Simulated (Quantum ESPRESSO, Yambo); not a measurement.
G0W0 results for CsCaF3

Space group Pm-3m (No. 221); a = b = c = 4.521 Å, α = β = γ = 90.00°

| atom | site | symmetry | x | y | z |
|---|---|---|---|---|---|
| F | 3c | 4/mm.m | 0.0000 | 0.5000 | 0.5000 |
| Ca | 1b | m-3m | 0.5000 | 0.5000 | 0.5000 |
| Cs | 1a | m-3m | 0.0000 | 0.0000 | 0.0000 |

The geometry is that of Materials Project entry mp-7104, symmetrised and not relaxed again.

Starting point: PBEsol (Quantum ESPRESSO, PseudoDojo norm-conserving, 84 Ry, without SOC). G0W0 in Yambo: 4×4×4 Γ-centred k mesh, 136 bands and a 7 Ry block in the screening, 136 bands in G with the Bruneval-Gonze terminator, plasmon pole fitted at 27.2 eV.

```json
{
  "PBEsol gap along the band path": "7.00 eV",
  "PBEsol gap between the mesh's edge points (R → Γ)": "7.00 eV",
  "G0W0 gap between the same points": "10.33 eV",
  "PBEsol smallest direct gap on the mesh (at Γ)": "7.03 eV",
  "G0W0 direct gap at that point": "10.33 eV"
}
```

```json
[
 {"k point": "Γ", "band": "VB", "E PBEsol (eV)": "-0.03", "E QP (eV)": "-2.27", "shift (eV)": "-2.24", "Z": "0.81"},
 {"k point": "Γ", "band": "CB", "E PBEsol (eV)": "7.00", "E QP (eV)": "8.06", "shift (eV)": "1.06", "Z": "0.89"},
 {"k point": "X", "band": "VB", "E PBEsol (eV)": "-0.25", "E QP (eV)": "-2.52", "shift (eV)": "-2.27", "Z": "0.80"},
 {"k point": "X", "band": "CB", "E PBEsol (eV)": "8.64", "E QP (eV)": "9.88", "shift (eV)": "1.24", "Z": "0.88"},
 {"k point": "M", "band": "VB", "E PBEsol (eV)": "-0.01", "E QP (eV)": "-2.29", "shift (eV)": "-2.28", "Z": "0.80"},
 {"k point": "M", "band": "CB", "E PBEsol (eV)": "8.71", "E QP (eV)": "10.19", "shift (eV)": "1.48", "Z": "0.88"},
 {"k point": "R", "band": "VB", "E PBEsol (eV)": "0.00", "E QP (eV)": "-2.27", "shift (eV)": "-2.27", "Z": "0.80"},
 {"k point": "R", "band": "CB", "E PBEsol (eV)": "8.87", "E QP (eV)": "10.14", "shift (eV)": "1.27", "Z": "0.88"}
]
```

Energies count from the PBEsol valence-band maximum.

Nearest settings tried, and what they do to the gap: 54 bands in W, 54 bands in G: +318 meV; 6 Ry block (179 vectors against 203): +9 meV. Not varied: mesh. So the settings aren't converged at that level.

The cell is held in this high symmetry; tilts and polar distortions were not searched.

The structure is a Materials Project entry; no match was found in the copy of COD used, and its stability was not checked.
